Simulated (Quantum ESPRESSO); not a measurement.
# Ga2SiMgN4: input and log of a self-consistent run

Simulated, not a measurement. The program is pw.x of Quantum ESPRESSO 7.5 (plane-wave density functional theory). The cell is made up: 8 atoms on a wurtzite lattice, with randomly drawn elements, strain and displacements, not relaxed. PseudoDojo standard norm-conserving files (v0.5 for PBE, v0.4.1 for LDA and PBEsol) set the functional; there is no spin polarisation, spin-orbit coupling or dispersion term, and the masses in the input are unused placeholders.

Input:

```
&control calculation='scf', pseudo_dir='./dojo.nc.sr.pbe.v0_5.standard.upf', outdir='./o', disk_io='medium', tprnfor=.true., tstress=.true. /
&system ibrav=0, nat=8, ntyp=4, nbnd=36, ecutwfc=84.00895049, nosym=.true., tot_charge=0,
 occupations='smearing', smearing='fd', degauss=0.0018374661
/
&electrons conv_thr=7.350e-09, electron_maxstep=60, /
ATOMIC_SPECIES
Ga 1.0 Ga.upf
Mg 1.0 Mg.upf
N 1.0 N.upf
Si 1.0 Si.upf
CELL_PARAMETERS angstrom
3.1899 0.0 0.0
0.0 5.525 0.0
0.0 0.0 5.209
ATOMIC_POSITIONS angstrom
Ga 0.0183 -0.1687 0.0163
Ga 1.7388 2.6197 -0.0317
Si 1.6061 0.9261 2.548
Mg -0.0167 3.6486 2.619
N 0.069 -0.0159 2.0226
N 1.4658 2.7616 1.8612
N 1.6352 1.1222 4.5129
N 0.0092 3.5943 4.4683
K_POINTS automatic
6 4 4 1 1 1
```

The log is shortened where brackets say so; the opening notice, blank lines, dates and the lines on written files are dropped, and the path of the files is cut. It prints rydbergs, bohrs and kilobars, and counts compression as positive stress.

```
     Program PWSCF v.7.5
     Parallel version (MPI & OpenMP), running on       1 processor cores
     Number of MPI processes:                 1
     Threads/MPI process:                     1
     [start-up lines left out]
     bravais-lattice index     =            0
     lattice parameter (alat)  =       6.0280  a.u.
     unit-cell volume          =     619.5271 (a.u.)^3
     number of atoms/cell      =            8
     number of atomic types    =            4
     number of electrons       =        60.00
     number of Kohn-Sham states=           36
     kinetic-energy cutoff     =      84.0090  Ry
     charge density cutoff     =     336.0358  Ry
     scf convergence threshold =      7.3E-09
     mixing beta               =       0.7000
     number of iterations used =            8  plain     mixing
     Exchange-correlation= PBE
                           (   1   4   3   4   0   0   0)
     [axes and pseudopotential details left out]
   Cartesian axes
     site n.     atom                  positions (alat units)
         1        Ga     tau(   1) = (   0.0057369  -0.0528857   0.0051099  )
         2        Ga     tau(   2) = (   0.5450955   0.8212483  -0.0099376  )
         3        Si     tau(   3) = (   0.5034954   0.2903226   0.7987711  )
         4        Mg     tau(   4) = (  -0.0052353   1.1437976   0.8210289  )
         5        N      tau(   5) = (   0.0216308  -0.0049845   0.6340638  )
         6        N      tau(   6) = (   0.4595128   0.8657325   0.5834666  )
         7        N      tau(   7) = (   0.5126180   0.3517979   1.4147465  )
         8        N      tau(   8) = (   0.0028841   1.1267751   1.4007649  )
     number of k points=    48  Fermi-Dirac smearing, width (Ry)=  0.0018
                       cart. coord. in units 2pi/alat
        k(    1) = (   0.0833333   0.0721697   0.0765478), wk =   0.0416667
        k(    2) = (   0.0833333   0.0721697   0.2296434), wk =   0.0416667
     [further k points left out]
     Dense  grid:    64379 G-vectors     FFT dimensions: (  36,  64,  60)
     Estimated max dynamical RAM per process >      82.01 MB
     Initial potential from superposition of free atoms
     starting charge      59.9932, renormalised to      60.0000
     Starting wfcs are   43 randomized atomic wfcs
     total cpu time spent up to now is        9.5 secs
     per-process dynamical memory:    52.3 Mb
     Self-consistent Calculation
     iteration #  1     ecut=    84.01 Ry     beta= 0.70
     Davidson diagonalization with overlap
     ethr =  1.00E-02,  avg # of iterations =  3.2
     total cpu time spent up to now is       32.6 secs
     total energy              =    -515.14294767 Ry
     estimated scf accuracy    <       2.51578884 Ry
     iteration #  2     ecut=    84.01 Ry     beta= 0.70
     Davidson diagonalization with overlap
     ethr =  4.19E-03,  avg # of iterations =  3.3
     total cpu time spent up to now is       57.1 secs
     total energy              =    -515.31865076 Ry
     estimated scf accuracy    <       4.52637890 Ry
     iteration #  3     ecut=    84.01 Ry     beta= 0.70
     Davidson diagonalization with overlap
     ethr =  4.19E-03,  avg # of iterations =  2.0
     total cpu time spent up to now is       75.6 secs
     total energy              =    -516.26985426 Ry
     estimated scf accuracy    <       0.44440623 Ry
     iteration #  4     ecut=    84.01 Ry     beta= 0.70
     Davidson diagonalization with overlap
     ethr =  7.41E-04,  avg # of iterations =  2.0
     total cpu time spent up to now is       92.8 secs
     total energy              =    -516.31977560 Ry
     estimated scf accuracy    <       0.04293245 Ry
     iteration #  5     ecut=    84.01 Ry     beta= 0.70
     Davidson diagonalization with overlap
     ethr =  7.16E-05,  avg # of iterations =  4.3
     total cpu time spent up to now is      109.9 secs
     total energy              =    -516.32194001 Ry
     estimated scf accuracy    <       0.00910265 Ry
     [iterations 6 to 8 left out]
     iteration #  9     ecut=    84.01 Ry     beta= 0.70
     Davidson diagonalization with overlap
     ethr =  2.66E-08,  avg # of iterations =  3.7
     total cpu time spent up to now is      193.6 secs
     total energy              =    -516.32474260 Ry
     estimated scf accuracy    <       0.00000454 Ry
     iteration # 10     ecut=    84.01 Ry     beta= 0.70
     Davidson diagonalization with overlap
     ethr =  7.57E-09,  avg # of iterations =  2.3
     total cpu time spent up to now is      217.0 secs
     total energy              =    -516.32474336 Ry
     estimated scf accuracy    <       0.00000066 Ry
     iteration # 11     ecut=    84.01 Ry     beta= 0.70
     Davidson diagonalization with overlap
     ethr =  1.09E-09,  avg # of iterations =  2.0
     total cpu time spent up to now is      238.1 secs
     total energy              =    -516.32474348 Ry
     estimated scf accuracy    <       0.00000005 Ry
     iteration # 12     ecut=    84.01 Ry     beta= 0.70
     Davidson diagonalization with overlap
     ethr =  8.01E-11,  avg # of iterations =  3.6
     total cpu time spent up to now is      263.1 secs
     total energy              =    -516.32474349 Ry
     estimated scf accuracy    <       0.00000002 Ry
     iteration # 13     ecut=    84.01 Ry     beta= 0.70
     Davidson diagonalization with overlap
     ethr =  2.69E-11,  avg # of iterations =  2.0
     total cpu time spent up to now is      284.2 secs
     End of self-consistent calculation
     [lines on levels left out]
!    total energy              =    -516.32474349 Ry
     estimated scf accuracy    <          7.9E-10 Ry
     smearing contrib. (-TS)   =      -0.00000000 Ry
     internal energy E=F+TS    =    -516.32474349 Ry
     The total energy is F=E-TS. E is the sum of the following terms:
     one-electron contribution =    -228.20454640 Ry
     hartree contribution      =     156.03927220 Ry
     xc contribution           =    -127.67147233 Ry
     ewald contribution        =    -316.48799696 Ry
     convergence has been achieved in  13 iterations
     Forces acting on atoms (cartesian axes, Ry/au):
     atom    1 type  1   force =     0.00628377    0.02973599   -0.04478609
     atom    2 type  1   force =    -0.03230831    0.29320170    0.11210573
     atom    3 type  4   force =    -0.00214999    0.10672448    0.01951434
     atom    4 type  2   force =    -0.04905135   -0.03059202   -0.05311571
     atom    5 type  3   force =    -0.01829480    0.11722499    0.00462474
     atom    6 type  3   force =     0.08053652   -0.17815813    0.02755184
     atom    7 type  3   force =    -0.01981968   -0.39017924   -0.18928263
     atom    8 type  3   force =     0.03480384    0.05204223    0.12338778
     Total force =     0.617361     Total SCF correction =     0.000180
     Computing stress (Cartesian axis) and pressure
          total   stress  (Ry/bohr**3)                   (kbar)     P=       44.54
  -0.00032520   0.00016268  -0.00018746          -47.84       23.93      -27.58
   0.00016268   0.00086776   0.00061297           23.93      127.65       90.17
  -0.00018746   0.00061297   0.00036585          -27.58       90.17       53.82
     init_run     :      7.64s CPU      9.46s WALL (       1 calls)
     electrons    :    245.73s CPU    274.65s WALL (       1 calls)
     forces       :      4.10s CPU      4.22s WALL (       1 calls)
     stress       :     15.67s CPU     15.82s WALL (       1 calls)
     [timing details left out]
     PWSCF        :   4m33.44s CPU   5m 4.76s WALL
     JOB DONE.
```

In other units: free energy -7024.956 eV for the cell, pressure 4.45 GPa, largest force component 10.032 eV/Å. A rerun of this cell at 1437 eV and a 8 x 6 x 6 mesh moved values by no more than 0.002 eV in energy, 0.03 GPa in stress and 0.009 eV/Å in force.